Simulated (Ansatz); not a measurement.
A geometry of SiO₂ away from equilibrium: step 11 of the relaxation of a generated cell, SiO2 placed in the tetragonal-ZrO2 structure type. All values below come from r2SCAN (plane waves to 500 eV, PAW, scalar-relativistic; Ansatz, a program for electronic structure). Γ-centred k-mesh 7×7×5 on the run's cell (coarser than for final values), Fermi–Dirac smearing 0.05 eV.

```
SiO2
1.0
    2.94478     0.00000     0.00000
    0.00000     2.94478     0.00000
    0.00000     0.00000     6.20953
Si O
2 4
Direct
  0.00000   0.00000   0.00000
  0.50000   0.50000   0.50000
  0.00000   0.50000   0.11889
  0.00000   0.50000   0.61889
  0.50000   0.00000   0.38111
  0.50000   0.00000   0.88111
```

Which atoms carry the largest force, and which way does it point?

0.01 eV/Å, on O3, O4, O5, O6 (atoms numbered as listed); on O4 its components are (0.00, 0.00, -0.01).

What is the pressure?

+4.4 GPa, compression positive.

How much energy per atom can still be gained by relaxing?

0.09 eV/atom; the path ends in P4₂/nmc (No. 137).

No spin polarisation in the result. Without a van der Waals term the distances between weakly bound units are poorly fixed.

The run could not lose the symmetry of its start; a randomly shaken copy of 12 atoms returns to this structure.

The end of the path is a generated cell of SiO2: the first start was made by placing the elements on the sites of a structure type, and the end was not matched to a known phase here, so it may be hypothetical. Known forms of SiO2 include space group No. 92, 136, 152, 154.
